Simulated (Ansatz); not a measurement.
The cell below belongs to a search over invented structures; it isn't taken from experiment.

Input and command of a plane-wave DFT calculation in Ansatz:

```yaml
crystal:
  lattice:
    - [5.1515671818, 0.0, 0.0]
    - [0.0, 5.1515671818, 0.0]
    - [0.0, 0.0, 5.6472135324]
  atoms:
    - { symbol: Sb, position: [0.0, 0.0, 0.0891332413] }
    - { symbol: S, position: [0.5, 0.0, 0.3137272282] }
    - { symbol: S, position: [0.0, 0.5, 0.3137272282] }
    - { symbol: S, position: [0.5, 0.5, 0.8045359475] }
    - { symbol: Au, position: [0.5, 0.5, 0.3066942992] }
    - { symbol: Au, position: [0.5, 0.0, 0.7865817779] }
    - { symbol: Au, position: [0.0, 0.5, 0.7865817779] }
basis:
  ecutwfc: 420
kpoints:
  mp_grid: { grid: [6, 6, 6] }
hamiltonian:
  xc: pbe
scf:
  occupations: { method: gaussian, width: 0.1 }
output:
  forces: true
  stress: true
  eigenvalues: true
relax:
  adjacent_minimum: "off"
  f_tol: 0.01
  max_steps: 30
  cell: { stress_tol: 0.1, fix: [volume] }
```

```bash
ansatz run input.yaml --threads 1 --pin off --max-ram 2560MiB --backend cpu --events-out ev --progress --plain --runs-dir out
```

Processor: Arm Neoverse V1, 1 thread, on a host shared with other jobs.

**Question.** Estimate time, memory and problem size.

**Answer.** About 8.3 min, peak memory 0.53 GiB. It solves 54 bands at 40 k points (after reduction by symmetry) with about 2929 plane waves, in 94 SCF iterations over 14 ionic steps.
